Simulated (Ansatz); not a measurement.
Polymorphs of Al2Cu, each relaxed with DFT-PBEsol in the program Ansatz with PAW potentials:

A: fluorite or antifluorite type (Fm-3m)
a = b = c = 5.727 Å, α = β = γ = 90.00°

```
atom  site  symmetry       x       y       z
----  ----  --------  ------  ------  ------
Al      8c      -43m  0.2500  0.2500  0.2500
Cu      4b      m-3m  0.5000  0.5000  0.5000
```

B: I4/mcm
a = b = 5.9952 Å, c = 4.8259 Å, α = β = γ = 90.00°

| atom | site | symmetry | x | y | z |
|---|---|---|---|---|---|
| Al | 8h | m.2m | 0.1593 | 0.3407 | 0.0000 |
| Cu | 4a | 422 | 0.0000 | 0.0000 | 0.2500 |

Task: Put the candidates in order of energy per atom at 0 K, lowest first, for PBEsol.

Result: A (+0 meV/atom), B (+8 meV/atom)

Not the usual ambient phase: A. All cells were relaxed under the symmetry of their starts (and spin orders); stability against distortions was not tested throughout. Rows with no word on spin ran without spin polarisation.

Energies hold the estimated change up to a 700 eV cutoff; steps of a few meV lie near the error of the meshes.

Potentials: the later of the program's two PAW sets.
